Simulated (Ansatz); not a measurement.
Task: Each is relaxed and computed with r²SCAN in the plane-wave PAW code Ansatz. Which is the only one with a gap?
(A) VH2, fluorite
(B) KMgH3, cubic perovskite
(C) LaBPd3, cubic perovskite
(D) MgNi3C, anti-perovskite

Result: B, KMgH3, cubic perovskite. KMgH3: gap 3.20 eV (indirect); LaBPd3: metal; VH2: metal; MgNi3C: metal. Spin orders computed, not proven ground states: MgNi3C, anti-perovskite ferromagnetic. Standing as an ambient phase not checked: KMgH3, cubic perovskite; LaBPd3, cubic perovskite; VH2, fluorite; MgNi3C, anti-perovskite. Began spin-polarised and lost the moments: VH2, fluorite. All cells were relaxed under the symmetry of their starts (and spin orders); stability against distortions was not tested throughout. Rows with no word on spin ran without spin polarisation. Spin–orbit coupling is left out wherever it is not named.

Potentials: the later of the program's two PAW sets.
